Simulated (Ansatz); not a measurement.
System: HfO₂ (fluorite type), 3 atoms in the cell.

```
Hf O
1.0
     0.00000    2.53500    2.53500
     2.53500    0.00000    2.53500
     2.53500    2.53500    0.00000
Hf O
1 2
Direct
  0.00000 0.00000 0.00000
  0.25000 0.25000 0.25000
  0.75000 0.75000 0.75000
```

Theory: HSE06, plane waves, all-electron PAW datasets generated for the crystal, point nucleus (Ansatz).

Cutoff 490 eV; exchange singularity: regularized; k-mesh 6×6×6 Γ-centred; Fermi–Dirac smearing of 0.02 eV; no spin polarisation; no spin–orbit coupling.

How large is the gap on this mesh, is it direct, and where do the band edges lie (fractions of the reciprocal vectors of this cell)?

5.38 eV, direct at (0.000, -0.500, -0.500).

List the levels near the gap at (0.000, 0.000, 0.000), (0.000, 0.000, 0.333), (0.000, 0.167, 0.167), (0.000, 0.167, -0.500), (0.000, -0.500, -0.500), in eV from the top of the valence band (v1 is the highest filled band, c1 the lowest empty one).


```json
{"k": "(0.000, 0.000, 0.000)", "v4": "-5.80", "v3": "-0.67", "v2": "-0.67", "v1": "-0.67", "c1": "5.55"}
{"k": "(0.000, 0.000, 0.333)", "v4": "-3.58", "v3": "-2.74", "v2": "-1.80", "v1": "-1.80", "c1": "6.41"}
{"k": "(0.000, 0.167, 0.167)", "v4": "-4.58", "v3": "-2.76", "v2": "-0.66", "v1": "-0.66", "c1": "5.93"}
{"k": "(0.000, 0.167, -0.500)", "v4": "-4.20", "v3": "-2.01", "v2": "-1.94", "v1": "-1.61", "c1": "6.29"}
{"k": "(0.000, -0.500, -0.500)", "v4": "-3.78", "v3": "-1.67", "v2": "-1.67", "v1": "0.00", "c1": "5.38"}
```

This cubic structure is a model: it isn't the usual form of the substance at ambient conditions, and such phases are metastable or hypothetical. A gap read on the mesh is an upper bound of this method's gap, since the mesh can miss a band edge. Spin–orbit coupling is left out; with heavy elements it can shift the gap and split levels by tenths of an eV.
